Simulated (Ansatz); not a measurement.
Cs2AgBiBr6:
```cif
data_AgBiBr6Cs2
_chemical_formula_sum 'Bi1 Ag1 Cs2 Br6'
_space_group_name_H-M_alt 'P 1'
_space_group_IT_number 1
_cell_length_a 8.11614
_cell_length_b 8.11614
_cell_length_c 8.11614
_cell_angle_alpha 60.000
_cell_angle_beta 60.000
_cell_angle_gamma 60.000
loop_
_space_group_symop_operation_xyz
  'x, y, z'
loop_
_atom_site_label
_atom_site_type_symbol
_atom_site_fract_x
_atom_site_fract_y
_atom_site_fract_z
_atom_site_occupancy
Bi1 Bi 0.00000 0.00000 0.00000 1
Ag1 Ag 0.50000 0.50000 0.50000 1
Cs1 Cs 0.25000 0.25000 0.25000 1
Cs2 Cs 0.75000 0.75000 0.75000 1
Br1 Br 0.25135 0.74865 0.25135 1
Br2 Br 0.25135 0.74865 0.74865 1
Br3 Br 0.74865 0.25135 0.74865 1
Br4 Br 0.74865 0.25135 0.25135 1
Br5 Br 0.25135 0.25135 0.74865 1
Br6 Br 0.74865 0.74865 0.25135 1
```

Relaxed with PBE. PBE (plane waves, PAW; program Ansatz) gives a gap of 1.32 eV.

Q: What gap does HSE06 give on the same cell (Ansatz, PAW)?

A: 2.20 eV, 0.87 eV more. The hybrid was solved on a coarser mesh and at special points; the gap given is the minimum over both.

```tsv
k	v1 PBE	c1 PBE	v1 HSE06	c1 HSE06
Γ	-0.56	2.33	___	___
X	0.00	2.76	___	___
L	-1.05	1.32	-1.22	2.20
W	-0.09	2.58	___	___
K	-0.18	2.30	___	___
```

Q: Top valence (v1) and lowest conduction level (c1) in eV from each method's valence maximum (which need not be a listed point): supply the withheld HSE06 values.

A: 
- W, v1 HSE06: -0.10
- W, c1 HSE06: 3.47
- Γ, v1 HSE06: -0.74
- Γ, c1 HSE06: 3.17
- K, v1 HSE06: -0.19
- K, c1 HSE06: 3.18
- X, v1 HSE06: 0.00
- X, c1 HSE06: 3.61

Cost on shared cores: the PBE run (SCF on a 4×4×4 mesh, then bands and DOS) around 3 core-minutes (rough), the HSE06 run (SCF on 3×3×3, then a few points) very roughly 11 core-minutes; the tasks are unlike.

Space group Fm-3m. The cell was relaxed with PBE under the symmetry of its start; phonons show weakly imaginary modes. The run is not spin-polarised. Scalar-relativistic: spin–orbit coupling is off unless named, which matters more the heavier the elements.

Potentials: the later of the program's two PAW sets.
